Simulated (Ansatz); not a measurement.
AlFe: relaxation of cell and atoms

All numbers below come from DFT, LDA, all-electron LAPW, scalar-relativistic (Ansatz 0.2.0).

Command: `ansatz run input.yaml --threads 1 --pin off --max-ram 3072MiB --backend cpu --events-out ev --progress --plain --runs-dir out` The run took about 48 s on 1 thread of a shared machine.

```yaml
crystal:
  lattice:
    - [2.8505955764, 0.0, 0.0]
    - [0.0, 2.8505955764, 0.0]
    - [0.0, 0.0, 2.8505955764]
  atoms:
    - { symbol: Al, position: [0.0, 0.0, 0.0] }
    - { symbol: Fe, position: [0.5, 0.5, 0.5], spin: 3.0 }
magnetization:
  spin_polarized: true
kpoints:
  mp_grid: { grid: [11, 11, 11] }
scf:
  occupations: { method: fermi_dirac, width: 0.05 }
hamiltonian:
  xc: lda
  pseudopotentials: { kind: all_electron, lapw: { basis_error: 0.001 } }
output:
  forces: true
  stress: true
relax:
  f_tol: 0.005
  max_steps: 80
  cell: {}
```

The run is spin-polarised from parallel moments and ends with 0.64 μB in the cell; other orders may lie lower.

The cell comes from COD entry 1541193, which wasn't checked; take it as a given geometry. The listed cell was then made from it by scaling, straining or moving an atom.

Each frame lists the cell vectors (Å), then Cartesian positions (Å); symmetry keeps all forces zero. Free energies count from the first step, -41157.4632 eV.

The walk took 5 evaluations in all; steps that aren't listed are left out.

Step 1: E = 0.0 meV, P = -7.00 GPa

```
cell 2.8506 0.0000 0.0000 0.0000 2.8506 0.0000 0.0000 0.0000 2.8506
Al    0.0000    0.0000    0.0000
Fe    1.4253    1.4253    1.4253
```

Step 2: E = -16.2 meV, P = -2.87 GPa

```
cell 2.8291 0.0000 0.0000 0.0000 2.8291 0.0000 0.0000 0.0000 2.8291
Al    0.0000    0.0000    0.0000
Fe    1.4145    1.4145    1.4145
```

Task: How does the relaxation end?

Result: It converges, with a = 2.815 Å, b = 2.815 Å, c = 2.815 Å, α = 90.00°, β = 90.00°, γ = 90.00° (conventional cell, space group Pm-3m). The last solve (on a basis chosen afresh for the final cell, so its energy is not quite comparable) gives E = -19.1 meV, P = 0.00 GPa:
```
cell 2.8153 0.0000 0.0000 0.0000 2.8153 0.0000 0.0000 0.0000 2.8153
Al    0.0000    0.0000    0.0000
Fe    1.4077    1.4077    1.4077
```
